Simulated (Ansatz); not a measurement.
Values for one crystal, relaxed and computed with PBEsol in the plane-wave PAW code Ansatz; other levels are named.

```yaml
volume_per_atom: 9.89 Å³
electronic_character: metallic (no gap)
Bulk modulus (Birch–Murnaghan fit): 267 GPa
Formation energy from the elements (no fitted shifts): -0.91 eV/atom
highest_zone_centre_frequency: 542 cm⁻¹
hill_bulk_and_shear_moduli: 267 and 189 GPa
mechanical_stability: stable (all eigenvalues of C positive)
```

Q: Pick the material that matches.
A) TiC, rock salt
B) TiS2, rutile
C) NbC, rock salt
D) TiSi2, Fddd (Si on 16f, Ti on 8a)

A: A, TiC, rock salt

Space group Fm-3m (rock salt). The cell was relaxed with PBEsol under the symmetry of its start; of distortions, only those at the zone centre were tested. No spin polarisation was allowed. As this level gives no gap, shear constants depend on the k-mesh and smearing (Fermi–Dirac, 0.1 eV here). As this level gives no gap, phonon frequencies hold no LO–TO term and depend on the k-mesh and smearing (Fermi–Dirac, 0.1 eV here). The references are the lowest solids computed at this level, not always the standard phases.

Potentials: the later of the program's two PAW sets.
